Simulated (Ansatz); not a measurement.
# Fe3N: input and output of an SCF run

We look at Fe3N: the coordinates of a database entry, unrelaxed (space group P6_322), with 8 atoms per cell. Forces or pressure are large there, so the entry is far from the computed equilibrium and may be faulty or of a sample under other conditions. Source: COD entry 2310869; it may be a high-temperature, high-pressure or metastable form.

Method: DFT, LDA, PAW, plane waves, scalar-relativistic in Ansatz.

Input file:

```yaml
crystal:
  lattice:
    - [4.71600182, 0.0, 0.0]
    - [-2.35800091, 4.08417738, 0.0]
    - [0.0, 0.0, 4.394]
  atoms:
    - { symbol: Fe, position: [0.0, 0.66655, 0.0] }
    - { symbol: Fe, position: [0.33345, 0.33345, 0.0] }
    - { symbol: Fe, position: [0.66655, 0.0, 0.0] }
    - { symbol: Fe, position: [0.33345, 0.0, 0.5] }
    - { symbol: Fe, position: [0.66655, 0.66655, 0.5] }
    - { symbol: Fe, position: [0.0, 0.33345, 0.5] }
    - { symbol: "N", position: [0.33333333, 0.66666667, 0.25] }
    - { symbol: "N", position: [0.66666667, 0.33333333, 0.75] }
hamiltonian:
  xc: lda
  pseudopotentials: { kind: paw }
basis:
  ecutwfc: 420
kpoints:
  mp_grid: { grid: [5, 5, 5] }
scf:
  occupations: { method: methfessel_paxton, width: 0.05 }
  lower_state_search: "off"
  max_iter: 60
output:
  forces: true
  stress: true
```

Command:
```sh
ansatz run input.yaml --threads 2 --pin off --max-ram 5120MiB --backend cpu --events-out ev --progress --plain --runs-dir out
```

Output (shortened):

```
Pseudopotentials: kind: paw
Pseudopotential: Fe, paw, valence charge 16, recommended cutoff 420 eV (normal), Fe.paw.azcp
Pseudopotential: N, paw, valence charge 5, recommended cutoff 420 eV (normal), N.paw.azcp
Functional definition: SPW92
Crystal: 8 atoms, lattice volume = 84.633 Å³
Basis set: ecut = 420 eV, 1653 PW (Γ)
Bands: 63, of which v1, the nominal top of the filled ones, is band 53 counted from 1 (52 counted from 0)
Symmetry: 12 space group operations
Space group: P6322 (ITA 182), of the structure as read, at distance tolerance 4.4e-5 Å
k-points: 15 of 125
Non-local potential: Fe, projectors of the file, l = 0: 3, l = 1: 2, l = 2: 3, l = 3: 1
Non-local potential: N, projectors of the file, l = 0: 2, l = 1: 2, l = 2: 1
PAW frozen core: Fe, regenerated for the run's functional, and the local potential with it (the file was generated under x = pbe(κ = 0.804, μ = 0.2195149727645171), c = pbe(β = 0.06672455060314922))
PAW frozen core: N, regenerated for the run's functional, and the local potential with it (the file was generated under x = pbe(κ = 0.804, μ = 0.2195149727645171), c = pbe(β = 0.06672455060314922))
Initial density: superposition of atomic densities (neutral atoms: chi_scale 0, normalization atom), corrected by the library's trained network
Initial wavefunctions: pseudopotential atomic-orbital guess
Functional: x = slater, c = lda
SCF iter   1: F=—  HF=-27266.858893 eV  |F-HF|=—  |Δ(HF+E_count)|=         —  Δρ=2.08e-2  dr2=1.35e-1  ethr=1.77e-3  ⟨swp⟩=5.4  Hψ=2928  notcnv=0
preconditioner: auto → Kerker (q_TF=auto, 2.833 Å⁻¹)  [metal: Δε(μ)=0.013 eV  Ē_g=4.723 eV  σ=0.050 eV  W_gap=0.22  n_scr=26 (ndim 8)  ℏωp=30.7 eV  f_vac=0.000  D(μ)=20.42/eV (n_scr^D=404)]
SCF iter   2: F=—  HF=-27266.822867 eV  |F-HF|=—  |Δ(HF+E_count)|=   3.60e-2  S|Δr|=    0.00e0  Δρ=5.31e-3  dr2=9.55e-3  ethr=1.27e-4  ⟨swp⟩=2.0  Hψ=1568  notcnv=0  defer=40
SCF iter   3: F=—  HF=-27266.820549 eV  |F-HF|=—  |Δ(HF+E_count)|=   2.32e-3  S|Δr|=    0.00e0  Δρ=2.33e-3  dr2=1.87e-3  ethr=9.01e-6  ⟨swp⟩=2.0  Hψ=1038  notcnv=0  defer=40
SCF iter   4: F=—  HF=-27266.820056 eV  |F-HF|=—  |Δ(HF+E_count)|=   4.93e-4  S|Δr|=    0.00e0  Δρ=6.46e-4  dr2=1.60e-4  ethr=1.77e-6  ⟨swp⟩=2.1  Hψ=1213  notcnv=0  defer=40
SCF iter   5: F=—  HF=-27266.820049 eV  |F-HF|=—  |Δ(HF+E_count)|=   7.01e-6  S|Δr|=    0.00e0  Δρ=2.63e-4  dr2=4.39e-5  ethr=1.51e-7  ⟨swp⟩=2.3  Hψ=1338  notcnv=0  defer=40
SCF iter   6: F=—  HF=-27266.820095 eV  |F-HF|=—  |Δ(HF+E_count)|=   4.58e-5  S|Δr|=    0.00e0  Δρ=1.48e-4  dr2=5.43e-6  ethr=4.14e-8  ⟨swp⟩=2.0  Hψ=1229  notcnv=0  defer=40
SCF iter   7: F=—  HF=-27266.820094 eV  |F-HF|=—  |Δ(HF+E_count)|=   1.54e-6  S|Δr|=    0.00e0  Δρ=3.96e-5  dr2=7.23e-7  ethr=5.12e-9  ⟨swp⟩=2.0  Hψ=1296  notcnv=0  defer=40
SCF iter   8: F=—  HF=-27266.820094 eV  |F-HF|=—  |Δ(HF+E_count)|=   7.42e-8  S|Δr|=    0.00e0  Δρ=2.09e-5  dr2=2.78e-7  ethr=9.43e-11  ⟨swp⟩=4.7  Hψ=3598  notcnv=0
SCF iter   9: F=-27266.820094 eV  HF=-27266.820094 eV  |F-HF|=1.42e-8  |Δ(HF+E_count)|=   1.30e-8  S|Δr|=    0.00e0  Δρ=4.47e-6  dr2=2.27e-8  ethr=9.43e-11  ⟨swp⟩=3.1  Hψ=3795  notcnv=0
SCF 1 converged in 9 iterations: F = -27266.820094 eV  dr2 = 2.27e-8
  greatest PAW one-centre occupation: 1.001 electrons in one spin orbital (limit 2), on the Fe atom at site 5 (counted from 0), in its partial waves of l = 1
SCF converged after 9 iterations
Stability not checked: this state was not tested for a lower state beside it, because cold or Methfessel-Paxton smearing, or corrected tetrahedra, fill the levels in a way that the test cannot read (fill_not_monotonic; see scf.lower_state_search)
Free energy (F): -27266.820094 eV
Harris-Foulkes:  -27266.820094 eV  (|F-HF|=1.42e-8)
Internal energy: -27266.818909 eV  (E = F + TS)
E sigma→0 (E₀):  -27266.819797 eV
Entropy (-TS):   -0.001185 eV (-0.148 meV/atom)
Fermi energy:    16.268214 eV
--- Per-component energies (eV) ---
  E_band       = -1422.897970
  E_kinetic    = 2361.382530
  E_local      = -13679.782945  (includes V_loc(G=0)·N_el)
  E_nonlocal   = 1419.265164
  E_hartree    = 5673.322570
  E_xc         = -817.860901
  E_vxc        = -1056.452679  (∫ρ·V_xc dr)
  E_paw        = -8058.412272  (= ΣΔE_a)
  E_vpaw       = -1813.961017  (= ΣTr[D̂ρ^β])
  E_aug_tail   = 0.005755  (compensation charges beyond the density's cutoff)
  E_ewald      = -14167.308114
  E_core_change = 2.569302  (= ΣΔE_core)
  E_smearing   = -0.001185  (= −TS)
  E_closure    = 0.000000  (closes the sum)
  Σ components = -27266.820094   (vs F -27266.820094, Δ=0.00e0)
--- Forces (eV/Å), atoms counted from 1 ---
  atom   1  Fe     0.11283408    -0.19543436    -0.00000000
  atom   2  Fe     0.11283408     0.19543436     0.00000000
  atom   3  Fe    -0.22566816     0.00000000     0.00000000
  atom   4  Fe     0.22566816     0.00000000     0.00000000
  atom   5  Fe    -0.11283408    -0.19543436     0.00000000
  atom   6  Fe    -0.11283408     0.19543436     0.00000000
  atom   7  N      0.00000000     0.00000000     0.00000000
  atom   8  N     -0.00000000    -0.00000000     0.00000000
  max |Σ_I F_I| component: 4.16e-17 eV/Å
--- Stress (GPa, compression-positive) ---
      -41.323081       0.000000       0.000000
        0.000000     -41.323081      -0.000000
        0.000000      -0.000000     -35.908282
  P = ⅓ Tr σ = -39.5181 GPa (-395.181 kbar)
```

Spin is off, though the compound may be magnetic.

The run took 2.2 s on 2 threads of Intel(R) Xeon(R) 6975P-C (Granite Rapids), on a shared host, peak memory 0.42 GiB.
